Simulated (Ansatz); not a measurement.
## Relaxing a structure of C

The start is a relaxed C cell, doubled along one cell vector, shaken by Gaussian noise of σ = 0.08 Å a coordinate. The cell and all atomic positions are relaxed at zero pressure with r2SCAN (plane waves to 500 eV, PAW, scalar-relativistic; Ansatz, a program for electronic structure). The first steps use a coarse 11×11×6 k-mesh.

The start:
```yaml
crystal:
  lattice:
    - [0.00000, 1.78015, 1.78015]
    - [1.78015, 0.00000, 1.78015]
    - [3.56029, 3.56029, 0.00000]
  atoms:
    - { symbol: C, position: [0.64859, 0.77138, 0.39391] }
    - { symbol: C, position: [0.70036, 0.77290, 0.90867] }
    - { symbol: C, position: [0.56111, 0.45517, 0.23308] }
    - { symbol: C, position: [0.51511, 0.50116, 0.74893] }
```

Question: What is the largest force in the starting geometry, and on which atom (counted from 1)?

Answer: 9.04 eV/Å, on C2 (atoms numbered as listed).

Question: By how much does the energy per atom fall from start to end?

Answer: 0.55 eV/atom.

Question: How do the shortest distances between atoms change?

Answer: The closest pairs of elements (up to four, under 3.6 Å), start → end: C–C 1.35 → 1.54 Å.

The end point of the relaxation:

```cif
data_C8
_chemical_formula_sum 'C8'
_space_group_name_H-M_alt 'Fd-3m :1'
_space_group_IT_number 227
_space_group_name_Hall 'F 4d 2 3 -1d'
_cell_length_a 3.56026
_cell_length_b 3.56026
_cell_length_c 3.56026
_cell_angle_alpha 90.000
_cell_angle_beta 90.000
_cell_angle_gamma 90.000
loop_
_atom_site_label
_atom_site_type_symbol
_atom_site_symmetry_multiplicity
_atom_site_Wyckoff_symbol
_atom_site_fract_x
_atom_site_fract_y
_atom_site_fract_z
_atom_site_occupancy
C1 C 8 b 0.50000 0.50000 0.50000 1
```
(The calculation used a cell of 2 atoms; values per cell refer to that cell.)

Final values are on a 16×16×16 k-mesh of the relaxed cell. No spin polarisation in the result.
